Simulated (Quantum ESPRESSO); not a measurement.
**Band energies of CaC2 at +2 % isotropic strain**

```xyz
3
Lattice="-1.9482 1.9482 3.2320 1.9482 -1.9482 3.2320 1.9482 1.9482 -3.2320" Properties=species:S:1:pos:R:3 pbc="T T T"
C      0.0000     0.0000     3.8644
C      0.0000     0.0000     2.5996
Ca     0.0000     0.0000     0.0000
```

PBEsol (pw.x of Quantum ESPRESSO, ONCV potentials, scalar-relativistic); path ΓXYSΓZS1NPY1Z,XP; energies in eV from the valence-band maximum.

```csv
k (1/Å),point,band 5,band 6,band 7,band 8,band 9,band 10,band 11,band 12
0.00,Γ,-12.80,-2.67,-2.29,-0.97,-0.97,3.16,3.16,4.27
0.68,,-12.51,-2.97,-2.89,-1.44,-1.18,1.76,5.95,6.04
1.14,X,-12.48,-3.08,-2.71,-1.58,-1.04,1.24,5.67,6.36
1.42,,-12.45,-3.41,-2.61,-1.93,-0.79,1.99,5.78,6.58
1.55,Y,-12.42,-3.69,-2.48,-2.12,-0.62,2.79,5.91,6.03
2.07,S,-12.40,-4.11,-2.71,-1.78,-0.40,4.85,5.34,6.05
2.17,,-12.38,-3.94,-2.92,-1.80,-0.54,4.88,5.37,5.64
2.77,,-12.63,-2.87,-2.67,-1.33,-1.19,3.23,3.60,5.12
3.17,Γ,-12.80,-2.67,-2.29,-0.97,-0.97,3.16,3.16,4.27
3.36,,-12.77,-3.36,-1.51,-1.06,-1.06,3.44,3.44,4.13
3.94,,-12.56,-4.50,-1.55,-1.55,-0.01,3.26,5.72,6.16
4.14,Z,-12.54,-4.53,-1.59,-1.59,0.00,3.17,5.69,6.19
4.55,,-12.43,-4.26,-2.43,-1.73,-0.26,4.33,5.85,6.45
4.65,S1,-12.40,-4.11,-2.71,-1.78,-0.40,4.85,5.34,6.05
5.22,N,-12.37,-4.25,-2.34,-1.78,-0.84,4.75,5.80,5.98
5.82,,-12.45,-3.63,-2.27,-2.24,-0.46,3.37,3.41,6.71
6.03,P,-12.46,-3.49,-2.30,-2.30,-0.41,3.22,3.22,6.61
6.39,,-12.45,-3.50,-2.56,-1.90,-0.72,2.20,5.09,6.60
6.66,Y1,-12.42,-3.69,-2.48,-2.12,-0.62,2.79,5.91,6.03
6.91,,-12.43,-4.15,-2.15,-2.15,-0.33,4.55,4.76,6.19
7.39,Z,-12.54,-4.53,-1.59,-1.59,0.00,3.17,5.69,6.19
7.39,X,-12.48,-3.08,-2.71,-1.58,-1.04,1.24,5.67,6.36
7.88,P,-12.46,-3.49,-2.30,-2.30,-0.41,3.22,3.22,6.61
```

The PBEsol gap is indirect, 1.24 eV, from 90 % of the way from Γ to Z to X; the smallest direct gap is 2.28 eV.

Geometry strained from the cell relaxed with PBEsol, atoms relaxed again.

The structure is a Materials Project entry; no match was found in the copy of COD used, and its stability was not checked.
